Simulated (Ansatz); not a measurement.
Input:

PW:
Space group Pnma (No. 62); a = 5.6873 Å, b = 3.2253 Å, c = 6.2235 Å, α = β = γ = 90.00°

```
atom  site  symmetry       x       y       z
----  ----  --------  ------  ------  ------
P       4c       .m.  0.1817  0.2500  0.0648
W       4c       .m.  0.0134  0.2500  0.6882
```

This is the PBEsol-relaxed structure.

### Question
All from the program Ansatz at the PBEsol level (PAW), unless another level is named. Estimate the electronic character.

### Answer
metallic (no gap).

### Question
Give the density of states at the Fermi level.

### Answer
0.42 states/eV per atom (mean over ±0.08 eV).

### Question
And the formation energy from the elements (no fitted shifts)?

### Answer
-0.48 eV/atom.

The first step of the workflow began from a Materials Project structure, measured or hypothetical; the Crystallography Open Database files this formula in space group No. 62, but the cells were not matched. Whether it is the stable phase at ambient conditions was not checked. The cell was relaxed with PBEsol under the symmetry of its start; whether a distortion lowers the energy is not shown. No spin polarisation was allowed. The references are the lowest solids computed at this level, not always the standard phases. Scalar-relativistic: spin–orbit coupling is off unless named, which matters more the heavier the elements.

Potentials: the later of the program's two PAW sets.
